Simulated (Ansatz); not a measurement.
# Nuclear-site quantities of YCl as the cell is scaled

```
Y Cl
1.0
     1.87615    1.08320    9.17500
    -1.87615    1.08320    9.17500
     0.00000   -2.16639    9.17500
Y Cl
2 2
Direct
  0.21683 0.21683 0.21683
  0.78317 0.78317 0.78317
  0.38830 0.38830 0.38830
  0.61170 0.61170 0.61170
```

Atoms are numbered in the order listed.

The cell is COD entry 4344519, as deposited and not checked against the literature; nothing was relaxed.

These are results of DFT, PBEsol, all-electron PAW with datasets made for the crystal, scalar-relativistic (Ansatz 0.2.0), not measurements.

The runs use a Γ-centred 8×8×8 k mesh, Fermi–Dirac smearing of 0.02 eV, cutoff 220 eV (chosen by the program for this cell), no spin polarisation.

The contact density is the mean electron density over the nuclear volume; its changes follow the s electrons' response to bonding and compression. Changes below are taken from the unscaled cell, where it is 443219 e/Å³ at Y1, 24042.4 e/Å³ at Cl3.

| V/V(cell) | P (GPa) | Δρ(0) Y1 (e/Å³) | Δρ(0) Cl3 (e/Å³) |
| --- | --- | --- | --- |
| 0.9400 | 2.4 | 0.05 | -0.18 |
| 0.9600 | 1.3 | 0.08 | ? |
| 0.9800 | 0.3 | 0.06 | -0.06 |
| 0.9900 | -0.2 | 0.04 | -0.03 |
| 1.0000 | -0.7 | 0.00 | 0.00 |
| 1.0100 | -1.1 | -0.03 | 0.03 |
| 1.0200 | -1.5 | -0.07 | 0.06 |
| 1.0400 | -2.3 | ? | ? |
| 1.0600 | -3.0 | -0.26 | 0.19 |

Question: What belongs in the row "1.0400", column "Δρ(0) Y1 (e/Å³)"?

Answer: -0.16.

Question: Fill in "Δρ(0) Cl3 (e/Å³)" for the row "0.9600".

Answer: -0.12.

Question: Fill in "Δρ(0) Cl3 (e/Å³)" for the row "1.0400".

Answer: 0.13.

The datasets are made afresh for each cell, so very small changes are uncertain.
